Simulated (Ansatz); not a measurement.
VGe$_{2}$ (MoSi2 or CaC2 type, I4/mmm) at seven volumes, PBE in the plane-wave PAW code Ansatz, shape and atoms relaxed at each. One row is withheld.

```json
[
 {"V (Å³/atom)": "13.528", "P (GPa)": "15.34"},
 {"V (Å³/atom)": "13.974", "P (GPa)": "9.33"},
 {"V (Å³/atom)": "14.420", "P (GPa)": "4.27"},
 {"V (Å³/atom)": "14.866", "P (GPa)": "0.00"},
 {"V (Å³/atom)": "15.312", "P (GPa)": "-3.60"},
 {"V (Å³/atom)": "15.758", "P (GPa)": "?"},
 {"V (Å³/atom)": "16.204", "P (GPa)": "-9.16"}
]
```

### Question
Fit the shown pressures and predict the withheld one.

### Answer
P = (3/2)B₀(x^(7/2) − x^(5/2))[1 + (3/4)(B′ − 4)(x − 1)] with x = (V₀/V)^(2/3). Least squares on the six rows gives V₀ = 14.866 Å³/atom, B₀ = 130 GPa, B′ = 4.71. At V = 15.758, x = 0.9619 and P = -6.61 GPa. The run itself gave -6.62 GPa.

The cell is a constructed one: a structure type filled with these elements; neither database checked (COD, Materials Project) lists it. Whether it is the stable phase at ambient conditions was not checked. The cell was relaxed with PBE under the symmetry of its start; whether a distortion lowers the energy is not shown. The workflow began spin-polarised and lost its moments.

Potentials: the later of the program's two PAW sets.
